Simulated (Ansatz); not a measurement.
CsPbCl3:
```
CsPbCl3
1.0
    5.67138     0.00000     0.00000
    0.00000     5.67138     0.00000
    0.00000     0.00000     5.67138
Cs Pb Cl
1 1 3
Direct
  0.00000   0.00000   0.00000
  0.50000   0.50000   0.50000
  0.00000   0.50000   0.50000
  0.50000   0.50000   0.00000
  0.50000   0.00000   0.50000
```

r²SCAN (plane waves, PAW; program Ansatz) gives a gap of 2.45 eV without spin–orbit coupling, maximum at R, minimum at R.

Problem. What happens when spin–orbit coupling is switched on?

Solution. The gap falls by 1.28 eV, to 1.17 eV; maximum at R, minimum at R.

Problem. Give the electron effective mass with spin–orbit coupling.

Solution. 0.19 mₑ (isotropic).

Problem. Give the hole effective mass with spin–orbit coupling.

Solution. 0.18 mₑ (isotropic).

Space group Pm-3m (cubic perovskite). This is a known high-temperature phase of the composition, computed here at zero pressure and temperature. The cell was relaxed with r²SCAN under the symmetry of its start; its stability against distortions is not shown here.

Potentials: the later of the program's two PAW sets.
